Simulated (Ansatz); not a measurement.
CaO:
```yaml
crystal:
  lattice:
    - [0.00000, 2.38357, 2.38357]
    - [2.38357, 0.00000, 2.38357]
    - [2.38357, 2.38357, 0.00000]
  atoms:
    - { symbol: Ca, position: [0.00000, 0.00000, 0.00000] }
    - { symbol: O, position: [0.50000, 0.50000, 0.50000] }
```

Relaxed with PBEsol. Special points in fractions of this cell's reciprocal vectors: Γ (0.000, 0.000, 0.000); X (0.500, 0.000, 0.500); U (0.625, 0.250, 0.625); K (0.375, 0.375, 0.750); L (0.500, 0.500, 0.500); W (0.500, 0.250, 0.750).

Question: List the band energies nearest the valence-band maximum at these points for PBEsol in the plane-wave PAW code Ansatz.

Answer: In eV from the valence-band maximum; about four levels below and three above (degenerate sets whole), none deeper than 8.9 eV; points with the same levels are listed once.

```json
[
 {"k": "Γ", "below": "0.00 0.00 0.00", "above": "4.78 6.27 6.27 6.27"},
 {"k": "X", "below": "-1.31 -0.37 -0.37", "above": "3.54 8.24 9.08"},
 {"k": "U", "below": "-1.38 -1.22 -0.81", "above": "5.11 8.10 8.77"},
 {"k": "L", "below": "-2.74 -1.26 -1.26", "above": "7.14 8.52 8.52 8.52"},
 {"k": "W", "below": "-1.34 -1.07 -1.07", "above": "6.34 6.34 8.58"}
]
```

Space group Fm-3m (rock salt). Symmetry was held in the PBEsol relaxation.

Potentials: the later of the program's two PAW sets.
